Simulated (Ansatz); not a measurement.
C in space group P4_2/mmc (No. 131; C on 2e, C on 4i) under volume change, DFT-PBE in the program Ansatz with PAW potentials, shape and atoms relaxed at each volume.

```tsv
V (Å³/atom)	E − E(relaxed) (meV/atom)	P (GPa)
6.140	63.0	35.75
6.343	26.7	22.10
6.545	___	___
6.748	0.0	0.00
6.950	5.8	-9.01
7.153	___	___
7.355	47.4	-23.16
```

**Question.** Complete the blanks.

**Answer.** 
- 6.545, E − E(relaxed) (meV/atom): 6.4
- 6.545, P (GPa): 10.32
- 7.153, E − E(relaxed) (meV/atom): 22.2
- 7.153, P (GPa): -16.60

**Question.** What does a third-order Birch–Murnaghan fit give for V₀, B₀ and B′?

**Answer.** V₀ = 6.75 Å³/atom, B₀ = 317 GPa, B′ = 3.8.

The start of the workflow was typed in or built on a structure type; neither database checked (COD, Materials Project) lists it. It is not the phase usual at ambient conditions (space group No. 194, 227). The PBE relaxation kept the symmetry of its start; whether a distortion lowers the energy is not shown.

Potentials: the later of the program's two PAW sets.
